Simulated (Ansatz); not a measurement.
NaF (rock salt)

```xyz
2
Lattice="0.0000 2.3508 2.3508 2.3508 0.0000 2.3508 2.3508 2.3508 0.0000" Properties=species:S:1:pos:R:3 pbc="T T T"
F      0.0000     0.0000     0.0000
Na     2.3508     2.3508     2.3508
```

The volume is varied about the relaxed value V₀ at fixed cell shape. Symmetry pins the atoms to their sites.

Method: PBE (plane waves to 420 eV, PAW, scalar-relativistic; Ansatz, a quantum-chemistry and plane-wave program). k mesh 12×12×12 (Γ-centred), Fermi-Dirac smearing 0.05 eV. The energy includes the smearing's −TS. Stress and pressure are positive under compression. NaF was relaxed with its symmetry unable to fall. The relaxed volume of NaF is well above the measured one; the method has no dispersion term. The zero of ΔE is the relaxed starting cell.

```csv
V (Å³/atom),ΔE (meV/atom)
12.211,7.3
12.367,4.5
12.523,2.5
12.679,1.1
12.835,0.3
12.991,0.0
13.147,0.3
13.303,1.0
13.459,withheld
13.614,3.9
13.770,5.9
```

Question: Fit a third-order Birch-Murnaghan form (E₀, V₀, B₀, B₀′ free) to the given rows and predict ΔE at V = 13.459.

Answer: Least squares on the 10 given rows: ΔE = E₀ + (9V₀B₀/16)·y²·[2 + (B₀′ − 4)y], y = (V₀/V)^(2/3) − 1, with V₀ = 12.988 Å³/atom, B₀ = 44.67 GPa (160.2 GPa = 1 eV/Å³; the term in eV is multiplied by 1000), B₀′ = 4.59, E₀ = 0.02 meV/atom; root-mean-square residual 0.03 meV/atom. At 13.459 the fit gives 2.2 meV/atom; the calculation gives 2.2 meV/atom, the same to the digits shown. For the pressure the fit gives -1.47 GPa against the computed -1.47 GPa.

(Under strain, the slope of the energy per volume gives the stress and its curvature an elastic modulus.)
